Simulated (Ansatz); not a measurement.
Ti₃O₅ in space group C2/m (No. 12; Pearson symbol mS32) under volume change, PBEsol in the plane-wave PAW code Ansatz, shape and atoms relaxed at each volume.

```json
[
 {"V (Å³/atom)": "9.667", "E − E(relaxed) (meV/atom)": "54.4", "P (GPa)": "19.55"},
 {"V (Å³/atom)": "9.986", "E − E(relaxed) (meV/atom)": "23.1", "P (GPa)": "12.14"},
 {"V (Å³/atom)": "10.304", "E − E(relaxed) (meV/atom)": "5.5", "P (GPa)": "5.67"},
 {"V (Å³/atom)": "10.623", "E − E(relaxed) (meV/atom)": "0.0", "P (GPa)": "0.02"},
 {"V (Å³/atom)": "10.942", "E − E(relaxed) (meV/atom)": "4.9", "P (GPa)": "-4.86"},
 {"V (Å³/atom)": "11.261", "E − E(relaxed) (meV/atom)": "18.9", "P (GPa)": "-9.05"},
 {"V (Å³/atom)": "11.579", "E − E(relaxed) (meV/atom)": "40.4", "P (GPa)": "-12.55"}
]
```

Problem. What does a third-order Birch–Murnaghan fit give for V₀, B₀ and B′?

Solution. V₀ = 10.62 Å³/atom, B₀ = 173 GPa, B′ = 3.8.

The first step of the workflow began from a Materials Project structure, measured or hypothetical; the Crystallography Open Database files this formula in space group No. 12, but the cells were not matched. Its standing as an ambient phase is unchecked. The PBEsol relaxation kept the symmetry of its start; its stability against distortions is not shown here. The run is not spin-polarised.

Potentials: the later of the program's two PAW sets.
